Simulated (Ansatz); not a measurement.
**AuCu3-type SrGa₃**

The computed numbers are results of PBE, scalar-relativistic (no spin polarisation) in the plane-wave PAW code Ansatz at 420 eV, Γ-centred 8×8×8 mesh, 0.05 eV Gaussian smearing; PAW files: Ansatz's generated set soft_2.

```
CELL_PARAMETERS angstrom
4.52848 0.00000 0.00000
0.00000 4.52848 0.00000
0.00000 0.00000 4.52848
ATOMIC_POSITIONS crystal
Sr 0.00000 0.00000 0.00000
Ga 0.00000 0.50000 0.50000
Ga 0.50000 0.50000 0.00000
Ga 0.50000 0.00000 0.50000
```

The structure was built from a prototype; whether the compound forms in it isn't claimed.

The run above is the reference. The same cell was run again with other input settings; several of them aren't fit for production, so the rows show the settings' effect and aren't properties of the material.

| keys changed | outcome | ΔE (meV/atom) | P (GPa) | gap on the mesh (eV) | cell moment (μB) | largest force component (eV/Å) | SCF iterations | rough core-seconds | new warnings |
| --- | --- | --- | --- | --- | --- | --- | --- | --- | --- |
| none (reference) | converged | 0.0 | 0.0 | metal | – | 0.000 | – | – | – |
| hamiltonian.pseudopotentials: {"kind": "nc", "accuracy": "standard"}; scf.initial_density.chi_scale: 0.0; scf.mixing.algorithm: "msr1"; scf.mixing.beta: 0.9; scf.mixing.ndim: 16 | converged | – | -4.3 | metal | – | 0.000 | 10 | 9 | cutoff below recommended |
| hamiltonian.xc: "pbe" → "pbesol"; scf.convergence.dr2_threshold: 1e-09 | converged | – | -2.7 | metal | – | 0.000 | 9 | 6 | stress scf threshold loose |
| kpoints.mp_grid.shift: [0.5, 0.5, 0.5]; scf.initial_density.chi_scale: 0.0 | converged | -4.1 | -0.1 | metal | – | 0.000 | 8 | 5 | – |
| scf.lower_state_search: "standard"; scf.eigensolver.kind: "davidson" | converged | 0.0 | 0.0 | metal | – | 0.000 | 7 | 9 | – |
| scf.algorithm: "direct_min" | converged | 0.0 | 0.0 | metal | – | 0.000 | 5 | 17 | – |

These changes also left energy (to 0.1 meV/atom), pressure, gap, moment and forces as in the reference: scf.n_extra_bands: 16 | scf.mixing.algorithm: "msr1"; scf.mixing.beta: 0.3; scf.mixing.ndim: 4.

ΔE is the energy with the smearing extrapolated to zero. It is left out where the change alters the Hamiltonian or the spin treatment. The varied runs start from atomic densities (corrected by the program's trained start where that serves), with the default search for lower states unless a row changes it.

Problem. What happens with these changes: scf.mixing.preconditioner: "kerker_dos"; kpoints.mp_grid.shift: [0.5, 0.5, 0.5]?

Solution. outcome converged, ΔE (meV/atom) -4.1, P (GPa) -0.1, gap on the mesh (eV) metal, largest force component (eV/Å) 0.000, SCF iterations 7, rough core-seconds 3.

Problem. What happens with these changes: hamiltonian.dispersion: "d3bj"; scf.occupations.width: 0.05 → 0.15?

Solution. outcome converged, P (GPa) -2.1, gap on the mesh (eV) metal, largest force component (eV/Å) 0.000, SCF iterations 7, rough core-seconds 5.

Changing scf.algorithm only steers the path to self-consistency, so the energy stays within 0.5 meV/atom.

Other pseudopotential files need their own cutoff; where it is too low, pressure and moments show the cutoff and not the files.

The pair part of a dispersion correction pulls inward (a three-body part mostly pushes out), and in metals and ionic crystals with large ions it often overbinds.
